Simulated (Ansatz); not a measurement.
Here is the system:

Cu3Au:
```
CELL_PARAMETERS angstrom
      3.78088     0.00000     0.00000
      0.00000     3.78088     0.00000
      0.00000     0.00000     3.78088
ATOMIC_POSITIONS crystal
  Cu 0.00000 0.50000 0.50000
  Cu 0.50000 0.00000 0.50000
  Cu 0.50000 0.50000 0.00000
  Au 0.00000 0.00000 0.00000
```

This is the PBE-relaxed structure.

All from plane-wave PAW PBE (Ansatz code), unless another level is named. Predict the Debye temperature from the elastic constants.

278 K.

Next, the elastic constants (relaxed ions, GPa)?

C11 = 180, C12 = 123, C44 = 64.5.

Give the highest zone-centre frequency.

205 cm^-1.

Space group Pm-3m (Cu3Au type). Symmetry was held in the PBE relaxation; of distortions, only those at the zone centre were tested. The run is not spin-polarised. As this level gives no gap, shear constants depend on the k-mesh and smearing (Fermi–Dirac, 0.1 eV here). As this level gives no gap, phonon frequencies hold no LO–TO term and depend on the k-mesh and smearing (Fermi–Dirac, 0.1 eV here). Spin–orbit coupling is left out wherever it is not named.

Potentials: the later of the program's two PAW sets.
